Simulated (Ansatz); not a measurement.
## Profile along the W–W line in W (space group Pm-3n)

W (space group Pm-3n)

```
W
1.0
    5.03303     0.00000     0.00000
    0.00000     5.03303     0.00000
    0.00000     0.00000     5.03303
W
8
Cartesian
  0.00000   0.00000   0.00000
  2.51652   2.51652   2.51652
  0.00000   2.51652   1.25826
  0.00000   2.51652   3.77477
  1.25826   0.00000   2.51652
  3.77477   0.00000   2.51652
  2.51652   3.77477   0.00000
  2.51652   1.25826   0.00000
```

Fields along a shortest W–W line of a {100} plane (2.52 Å), from W to W, interpolated on the slice's grid (step about 0.2 Å). Calculation: PBEsol (plane waves to 420 eV, PAW, scalar-relativistic; Ansatz, a program for electronic structure). k mesh 9×9×9. These are valence fields of a PAW run, semicore shells included where kept as valence: close to a nucleus they are smooth pseudo fields. Spin-orbit coupling is left out, though W is heavy. This is one of several known forms of W; the measured ambient cells at hand have space group No. 229. W is run without spin polarisation. W was relaxed with its symmetry unable to fall.

```csv
distance from W (Å),valence electron density (e/Å³),electron localisation function
0.00,3.56,x
0.13,4.04,x
0.25,4.95,x
0.38,5.37,x
0.50,4.82,0.71
0.63,3.59,0.72
0.76,2.30,0.62
0.88,1.36,0.47
1.01,0.85,0.36
1.13,0.65,0.35
1.26,0.61,0.37
1.39,0.65,0.35
1.51,0.85,0.36
1.64,1.36,0.47
1.76,2.30,0.62
1.89,3.59,0.72
2.02,4.82,0.71
2.14,5.37,x
2.27,4.95,x
2.39,4.04,x
2.52,3.56,x
```

x: too close to a nucleus for the ELF to mean much.

Density on the W–W line (2.52 Å) at its midpoint: 0.61 e/Å³. ELF at that point: 0.37.
